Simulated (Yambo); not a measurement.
A G0W0@PBEsol run in Yambo for LiMgBN2 (space group I-4m2, No. 119) (4×4×4 Γ-centred k mesh, bands 6 to 120 and a 8 Ry block in the screening, 120 bands in G with the Bruneval-Gonze terminator, plasmon pole fitted at 27.2 eV) gives these matrix elements, in eV, at the band edges (Z → Γ):

```
state               E0    <Vxc>     <Σx>  <Σc(E0)>      Z
---------------  -----  -------  -------  --------  -----
valence edge     0.000  -16.295  -20.009     2.381  0.792
conduction edge  2.480   -8.619   -4.815    -3.034  0.848
```

Solve the linearised quasiparticle equation for both states, give the gap, and say how exchange and correlation each act on it.

E = E0 + Z(Σx + Σc − Vxc). Valence: 0.000 + 0.792 × (-20.009 + (2.381) − (-16.295)) = -1.06 eV. Conduction: 2.480 + 0.848 × (-4.815 + (-3.034) − (-8.619)) = 3.13 eV. The gap is 4.19 eV, against 2.48 eV in PBEsol. Replacing Vxc by bare exchange alone would open it by 7.52 eV; correlation takes back 5.41 eV of that, and Z scales what is left. Nearest settings tried, and what they do to the gap: 45 bands in W, 45 bands in G: -42 meV; 3 Ry block (37 vectors against 171): -430 meV. Not varied: mesh. So the settings aren't converged at that level. 

Geometry of the Materials Project entry, not relaxed at this level; primitive cell a = b = c = 5.200 Å, α = β = 136.91°, γ = 62.58°.

The structure is a Materials Project entry; no match was found in the copy of COD used, and its stability was not checked.
